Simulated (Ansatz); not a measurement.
Here is the system:

InMo2C:
```
InMo2C
1.0
    3.09075     0.00000     0.00000
   -1.54537     2.67667     0.00000
    0.00000     0.00000    13.87436
In Mo C
2 4 2
Cartesian
  0.00000   1.78444  10.40577
  1.54537   0.89222   3.46859
  0.00000   1.78444   1.11873
  1.54537   0.89222   8.05591
  1.54537   0.89222  12.75564
  0.00000   1.78444   5.81845
  0.00000   0.00000   0.00000
  0.00000   0.00000   6.93718
```

This is the PBEsol-relaxed structure. Tensor components refer to the Cartesian frame of this cell.

Problem. All from DFT-PBEsol in the program Ansatz with PAW potentials, unless another level is named. Estimate the Hill bulk and shear moduli.

Solution. 185 and 91.0 GPa.

Problem. And the elastic constants (relaxed ions, GPa)?

Solution. C11 = 293, C12 = 103, C13 = 141, C33 = 316, C44 = 94.8.

Space group P6_3/mmc. The start of the workflow was typed in or built on a structure type; neither database checked (COD, Materials Project) lists it. Its standing as an ambient phase is unchecked. The cell was relaxed with PBEsol under the symmetry of its start; its stability against distortions is not shown here. No spin polarisation was allowed. As this level gives no gap, shear constants depend on the k-mesh and smearing (Fermi–Dirac, 0.1 eV here).

Potentials: the earlier of the program's two PAW sets. The files were generated under PBE; for other functionals the program regenerates the frozen cores, and for LDA and PBEsol the local potential too.
